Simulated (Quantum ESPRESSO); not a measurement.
```
SrAlGeH
1.0
    4.31692     0.00000     0.00000
   -2.15846     3.73857     0.00000
    0.00000     0.00000     4.75243
H Al Ge Sr
1 1 1 1
Direct
  0.00000   0.00000   0.09633
  0.00000   0.00000   0.46605
  0.66667   0.33333   0.55997
  0.33333   0.66667   0.00685
```

The PBEsol cell relaxed from Materials Project entry mp-980057 was given a biaxial strain of +2 % along x and y, z relaxed, and the atoms were relaxed again.

**Question.** What does norm-conserving PBEsol (Quantum ESPRESSO, 78 Ry, no spin-orbit coupling) give for the electronic structure near the Fermi level?

**Answer.** The PBEsol gap is 0.39 eV; at least one edge lies off the plotted path, at a point of the SCF mesh. The smallest direct gap is 1.08 eV. Spin-orbit splittings are left out.

The structure is a Materials Project entry; no match was found in the copy of COD used, and its stability was not checked.
